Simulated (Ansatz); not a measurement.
Relaxed-ion elastic tensor of Zn$_{2}$SnO$_{4}$ in space group Imma (No. 74; Pearson symbol oI28) in GPa (Voigt order), PBEsol in the plane-wave PAW code Ansatz; density 6.42 g/cm³, 11.59 Å³ per atom.

```tsv
	1	2	3	4	5	6
1	222	91.5	125	0.0	0.0	0.0
2	91.5	299	129	0.0	0.0	0.0
3	125	129	204	0.0	0.0	0.0
4	0.0	0.0	0.0	86.4	0.0	0.0
5	0.0	0.0	0.0	0.0	71.0	0.0
6	0.0	0.0	0.0	0.0	0.0	40.9
```

Is the crystal mechanically stable?

Yes: the smallest eigenvalue of C is 40.9 GPa.

Work out the Voigt, Reuss and Hill averages.

K_V = 157, K_R = 155, K_H = 156; G_V = 64.9, G_R = 57.5, G_H = 61.2 GPa.

Give Young's modulus, Poisson's ratio, Pugh's ratio and the universal anisotropy index.

E = 9KG/(3K + G) = 162 GPa; ν = 0.33; K/G = 2.55 (ductile by the Pugh limit of 1.75); A_U = 5G_V/G_R + K_V/K_R − 6 = 0.66.

Estimate the sound speeds and the Debye temperature.

v_l = √((K + 4G/3)/ρ) = 6090 m/s, v_t = √(G/ρ) = 3090 m/s, mean 3460 m/s; Θ = (h/k)(3n/4πV)^(1/3) v_m = 455 K.

How much does each axis shrink under pressure?

Linear compressibilities β_i = Σ_j S_ij (j = 1 to 3): x 2.5, y 1.5, z 2.4 per TPa.

The workflow started from a Materials Project entry (that database holds measured and hypothetical structures alike); the Crystallography Open Database copy checked does not list it. Its standing as an ambient phase is unchecked. The cell was relaxed with PBEsol under the symmetry of its start; whether a distortion lowers the energy is not shown. Spin–orbit coupling is left out wherever it is not named.

Potentials: the later of the program's two PAW sets.
